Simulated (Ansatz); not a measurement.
Values for one crystal, relaxed and computed with PBE in the plane-wave PAW code Ansatz; other levels are named.

- Volume per atom = 42.18 Å³
- Electronic character = metallic (no gap)
- Mechanical stability = stable (all eigenvalues of C positive)
- Hill bulk and shear moduli = 17.5 and 8.8 GPa
- Debye temperature from the elastic constants = 225 K
- Density of states at the Fermi level = 1.5 states/eV per atom (mean over ±0.08 eV)
- Poisson's ratio = 0.28

Q: Pick the material that matches.
(A) Ca, fcc (Cu type)
(B) Rh, fcc (Cu type)
(C) La, dhcp (α-La type)
(D) Pd, fcc (Cu type)

A: A, Ca, fcc (Cu type)

Space group Fm-3m (fcc (Cu type)). The PBE relaxation kept the symmetry of its start. As this level gives no gap, shear constants depend on the k-mesh and smearing (Fermi–Dirac, 0.1 eV here).

Potentials: the earlier of the program's two PAW sets.
